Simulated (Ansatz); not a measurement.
Data:

Y:
```xyz
1
Lattice="-2.0329 2.0329 2.0329 2.0329 -2.0329 2.0329 2.0329 2.0329 -2.0329" Properties=species:S:1:pos:R:3 pbc="T T T"
Y      0.0000     0.0000     0.0000
```

This is the r²SCAN-relaxed structure.

Problem. All from DFT-r²SCAN in the program Ansatz with PAW potentials, unless another level is named. Estimate the density of states at the Fermi level.

Solution. 2.4 states/eV per atom (mean over ±0.08 eV).

Problem. What about the gap with spin–orbit coupling?

Solution. none (metallic).

Space group Im-3m (bcc (W type)). The start of the workflow was typed in or built on a structure type; neither database checked (COD, Materials Project) lists it. It is not the phase usual at ambient conditions (space group No. 194). The r²SCAN relaxation kept the symmetry of its start; its stability against distortions is not shown here. No spin polarisation was allowed. Scalar-relativistic: spin–orbit coupling is off unless named, which matters more the heavier the elements.

Potentials: the earlier of the program's two PAW sets.
